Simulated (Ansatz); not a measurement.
Nb (bcc, W type)

```
CELL_PARAMETERS angstrom
     -3.30269     3.30269     3.30269
      1.65135    -1.65135     1.65135
      1.65135     1.65135    -1.65135
ATOMIC_POSITIONS crystal
  Nb 0.00000 0.00000 0.00000
  Nb 0.50000 0.00000 0.00000
```

In this cell atom 2 (Nb, nearest neighbour Nb at 2.860 Å; its periodic images, 2.9 Å or more away, move with it) is moved by s along a lattice vector, unit vector (-0.577, -0.577, 0.577); all other atoms and the cell stay fixed.

These are r2SCAN (plane waves to 500 eV, PAW, scalar-relativistic; Ansatz, an electronic-structure program) values and carry that method's errors. k mesh 8×16×16 (Γ-centred), Fermi-Dirac smearing 0.05 eV. The energy includes the smearing's −TS. With partly filled bands, energies and forces of such displacements shift with the k mesh and the smearing. On this mesh the relaxed cell isn't quite at rest: it carries a pressure of -0.1 GPa (compression positive) at the zero of the scan. Nb is run without spin polarisation. Nb was relaxed with its symmetry unable to fall. ΔE is measured from the undisplaced structure. The last digit holds for this mesh only.

```
s (Å)   ΔE (meV/cell)
------  -------------
-0.860       withheld
-0.688          521.4
-0.516          364.7
-0.344          194.6
-0.172           55.6
0.000             0.0
0.172            55.6
0.344           194.6
0.516           364.7
0.688           521.4
0.860        withheld
```

### Question
Fit an even polynomial form (powers 2, 4, 6) to the given rows and predict ΔE at s = -0.860.

### Answer
Least squares on the 9 given rows: ΔE = (1924)·s² + (-2526)·s⁴ + (1668)·s⁶, in meV/cell with s in Å; root-mean-square residual 0.47 meV/cell. At -0.860 the fit gives 716.1 meV/cell; the calculation gives 615.6 meV/cell, so the extrapolation is off by 100.5 (+16.3 %). The quadratic term alone would give 1423.0 meV/cell.

(For displaced atoms, the force is minus the slope of the energy, and its curvature is a force constant, which sets phonon frequencies.)
